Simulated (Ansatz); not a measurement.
# Computed properties of InMo₃C

InMo₃C:
```
InMo3C
1.0
    4.17236     0.00000     0.00000
    0.00000     4.17236     0.00000
    0.00000     0.00000     4.17236
In Mo C
1 3 1
Direct
  0.00000   0.00000   0.00000
  0.00000   0.50000   0.50000
  0.50000   0.00000   0.50000
  0.50000   0.50000   0.00000
  0.50000   0.50000   0.50000
```

Space group Pm-3m (No. 221), anti-perovskite; conventional cell a = b = c = 4.172 Å, α = β = γ = 90.00°.

Method: PBEsol in the plane-wave PAW code Ansatz. Geometry: relaxed at this level of theory. Other levels are named where they apply.

Cell and energy:

```json
{
  "volume_per_atom": "14.53 Å³",
  "density": "9.48 g/cm³",
  "Formation energy from the elements (no fitted shifts)": "0.13 eV/atom"
}
```

Electronic structure:

```json
{
 "electronic_character": "metallic (no gap)",
 "Density of states at the Fermi level": "0.77 states/eV per atom (mean over ±0.08 eV)",
 "Gap with spin–orbit coupling": "none (metallic)"
}
```

Mechanics:

```json
{
  "Bulk modulus (Birch–Murnaghan fit)": "241 GPa",
  "Pressure derivative B′": "4.4",
  "Elastic constants (relaxed ions, GPa)": "C11 = 459, C12 = 133, C44 = 76.9",
  "mechanical_stability": "stable (all eigenvalues of C positive)",
  "hill_bulk_and_shear_moduli": "241 and 104 GPa",
  "Young's modulus": "274 GPa",
  "Poisson's ratio": "0.31",
  "debye_temperature_from_the_elastic_constants": "453 K"
}
```

Phonons:

```json
{
 "highest_zone_centre_frequency": "655 cm⁻¹",
 "zone_centre_stability": "no imaginary mode at Γ"
}
```

The start of the workflow was typed in or built on a structure type; neither database checked (COD, Materials Project) lists it. Whether it is the stable phase at ambient conditions was not checked. The cell was relaxed with PBEsol under the symmetry of its start. The run is not spin-polarised. As this level gives no gap, shear constants depend on the k-mesh and smearing (Fermi–Dirac, 0.1 eV here). As this level gives no gap, phonon frequencies hold no LO–TO term and depend on the k-mesh and smearing (Fermi–Dirac, 0.1 eV here). The references are the lowest solids computed at this level, not always the standard phases. Scalar-relativistic: spin–orbit coupling is off unless named, which matters more the heavier the elements.

Potentials: the later of the program's two PAW sets.
